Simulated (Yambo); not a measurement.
Absorption of NaOH (space group P2_1, No. 4) with and without the electron-hole interaction (Yambo, PBEsol bands; 8×8×4 mesh, 6 valence and 4 conduction bands, static screening with 37 bands and a 3 Ry block, scissor 2.85 eV, Tamm-Dancoff; field along x). Axes are Cartesian, with cell vectors (Å) (3.43, 0.00, 0.00), (0.00, 3.35, 0.00), (-1.57, 0.00, 5.06).

| E (eV) | Im ε, BSE | Im ε, independent quasiparticles |
|---|---|---|
| 4.50 | 0.11 | 0.02 |
| 4.60 | 0.12 | 0.02 |
| 4.70 | 0.14 | 0.02 |
| 4.80 | 0.17 | 0.02 |
| 4.90 | 0.20 | 0.02 |
| 5.00 | 0.24 | 0.02 |
| 5.10 | 0.30 | 0.02 |
| 5.20 | 0.39 | 0.03 |
| 5.30 | 0.53 | 0.03 |
| 5.40 | 0.74 | 0.03 |
| 5.50 | 1.13 | 0.03 |
| 5.60 | 1.89 | 0.03 |
| 5.70 | 3.50 | 0.04 |
| 5.80 | 6.20 | 0.04 |
| 5.90 | 6.21 | 0.04 |
| 6.00 | 3.60 | 0.05 |
| 6.10 | 2.13 | 0.05 |
| 6.20 | 1.62 | 0.06 |
| 6.30 | 1.71 | 0.07 |
| 6.40 | 2.16 | 0.09 |
| 6.50 | 1.98 | 0.11 |
| 6.60 | 1.36 | 0.14 |
| 6.70 | 1.09 | 0.20 |
| 6.80 | 1.05 | 0.31 |
| 6.90 | 0.92 | 0.36 |
| 7.00 | 0.91 | 0.36 |
| 7.10 | 1.13 | 0.44 |
| 7.20 | 1.19 | 0.62 |
| 7.30 | 1.01 | 0.74 |
| 7.40 | 0.99 | 0.73 |
| 7.50 | 1.10 | 0.84 |
| 7.60 | 1.08 | 1.02 |
| 7.70 | 0.96 | 1.06 |
| 7.80 | 0.90 | 1.13 |
| 7.90 | 0.96 | 1.24 |
| 8.00 | 0.90 | 1.23 |
| 8.10 | 0.85 | 1.26 |
| 8.20 | 0.97 | 1.18 |
| 8.30 | 1.12 | 1.07 |
| 8.40 | 1.30 | 1.06 |
| 8.50 | 1.56 | 1.22 |
| 8.60 | 1.45 | 1.48 |
| 8.70 | 1.11 | 1.60 |
| 8.80 | 0.89 | 1.52 |
| 8.90 | 0.82 | 1.34 |
| 9.00 | 0.80 | 1.18 |
| 9.10 | 0.77 | 1.09 |
| 9.20 | 0.71 | 1.18 |
| 9.30 | 0.65 | 1.41 |
| 9.40 | 0.58 | 1.49 |
| 9.50 | 0.59 | 1.46 |
| 9.60 | 0.64 | 1.49 |
| 9.70 | 0.69 | 1.58 |
| 9.80 | 0.72 | 1.64 |
| 9.90 | 0.73 | 1.61 |
| 10.00 | 0.81 | 1.53 |
| 10.10 | 0.75 | 1.45 |
| 10.20 | 0.66 | 1.44 |
| 10.30 | 0.65 | 1.42 |
| 10.40 | 0.66 | 1.35 |
| 10.50 | 0.65 | 1.36 |
| 10.60 | 0.58 | 1.45 |
| 10.70 | 0.57 | 1.71 |
| 10.80 | 0.62 | 1.72 |
| 10.90 | 0.74 | 1.58 |
| 11.00 | 0.91 | 1.45 |
| 11.10 | 1.06 | 1.40 |
| 11.20 | 1.05 | 1.36 |
| 11.30 | 1.01 | 1.22 |
| 11.40 | 1.04 | 1.18 |

The scissor comes from a G0W0 run whose convergence isn't established. Broadening 0.15 eV. The band window holds all transitions up to 14.1 eV. Fine structure above the onset can come from the mesh.

Geometry of the Materials Project entry, not relaxed at this level; primitive cell a = 3.426 Å, b = 3.346 Å, c = 5.295 Å, α = 90.00°, β = 107.30°, γ = 90.00°.

The structure is a Materials Project entry; no match was found in the copy of COD used, and its stability was not checked.
